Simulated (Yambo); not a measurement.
AlPO₄ (space group P6_3mc, No. 186), G0W0@LDA in Yambo; all else as in the reference (3×3×1 Γ-centred k mesh, 297 bands and a 7 Ry block in the screening, 297 bands in G with the Bruneval-Gonze terminator, plasmon pole fitted at 27.2 eV). One parameter is varied: the cutoff of the wavefunctions in Yambo, over 10, 20, 30, 50, 84 Ry.

**Question.** From which value on does the gap Γ → Γ stay within 0.05 eV of the largest setting?

**Answer.** From 20 Ry on.
```tsv
cutoff of the wavefunctions in Yambo (Ry)	G0W0 gap (eV)	valence shift (eV)
10	8.26	-1.45
20	8.52	-1.86
30	8.55	-1.94
50	8.55	-1.95
84	8.56	-1.96
```
The last step of the sweep still moves the gap by 4 meV; the other settings are held fixed.

Geometry of the Materials Project entry, not relaxed at this level; primitive cell a = b = 5.286 Å, c = 8.629 Å, α = β = 90.00°, γ = 120.00°.

A shift is the quasiparticle energy of the state minus its LDA energy.
